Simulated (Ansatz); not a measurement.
The cell below belongs to a search over invented structures; it isn't taken from experiment.

Input and command of a plane-wave DFT calculation in Ansatz:

```yaml
crystal:
  lattice:
    - [3.7435848956, 0.0, 0.0]
    - [0.0, 3.7435848956, 0.0]
    - [0.0, 0.0, 5.148264498]
  atoms:
    - { symbol: Ni, position: [0.0, 0.5, 0.4565660668], spin: 2.0 }
    - { symbol: Ni, position: [0.5, 0.0, 0.4565660668], spin: -2.0 }
    - { symbol: Ni, position: [0.5, 0.5, 0.8225912986], spin: 2.0 }
    - { symbol: Ru, position: [0.0, 0.0, 0.0422566187], spin: -1.0 }
    - { symbol: "N", position: [0.0, 0.5, 0.8437584748] }
    - { symbol: "N", position: [0.5, 0.0, 0.8437584748] }
    - { symbol: "N", position: [0.0, 0.0, 0.4062060096] }
basis:
  ecutwfc: 420
kpoints:
  mp_grid: { grid: [8, 8, 6] }
hamiltonian:
  xc: pbe
scf:
  occupations: { method: gaussian, width: 0.1 }
output:
  forces: true
  stress: true
  eigenvalues: true
  populations: true
  write_density: true
  write_potential: true
  elf: true
  volumetric_format: npy
magnetization:
  spin_polarized: true
relax:
  adjacent_minimum: "off"
  f_tol: 0.01
  max_steps: 40
  cell: { stress_tol: 0.05 }
```

```bash
ansatz run input.yaml --threads 1 --pin off --max-ram 2560MiB --backend cpu --events-out ev --progress --plain --runs-dir out
```

Processor: Arm Neoverse V2, 1 thread, on a host shared with other jobs.

Task: How long does it run, and how much memory does it take?

Result: About 4.7 min, peak memory 0.81 GiB. It solves 56 bands at 100 k points (after reduction by symmetry) with about 1449 plane waves (on the last cell), in 32 SCF iterations over 2 ionic steps.
